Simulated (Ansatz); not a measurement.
The relaxed structure here is a generated cell of Ag: the first start was made by placing the elements on the sites of a structure type, and the end was not matched to a known phase here, so it may be hypothetical. Known forms of Ag include space group No. 225.

The end point of a relaxation of Ag. Space group Im-3m (No. 229), bcc (W type). These are r2SCAN (plane waves to 500 eV, PAW, scalar-relativistic; Ansatz, a program for electronic structure) values and carry that method's errors.

```xyz
1
Lattice="-1.6340 1.6340 1.6340 1.6340 -1.6340 1.6340 1.6340 1.6340 -1.6340" Properties=species:S:1:pos:R:3 pbc="T T T"
Ag     0.0000     0.0000     0.0000
```

```json
{
 "volume_per_atom": "17.45 Å³",
 "density": "10.26 g/cm³",
 "band_gap": "zero (metallic)",
 "shortest_distances": "Ag–Ag 2.83 Å",
 "k-mesh": "20×20×20"
}
```

No spin polarisation in the result.

The run could not lose the symmetry of its start: the end is stationary, and may be a saddle point rather than a minimum.

It was reached from a disturbed copy of a P6/mmm (No. 191) cell, against which it lies -0.03 eV/atom.
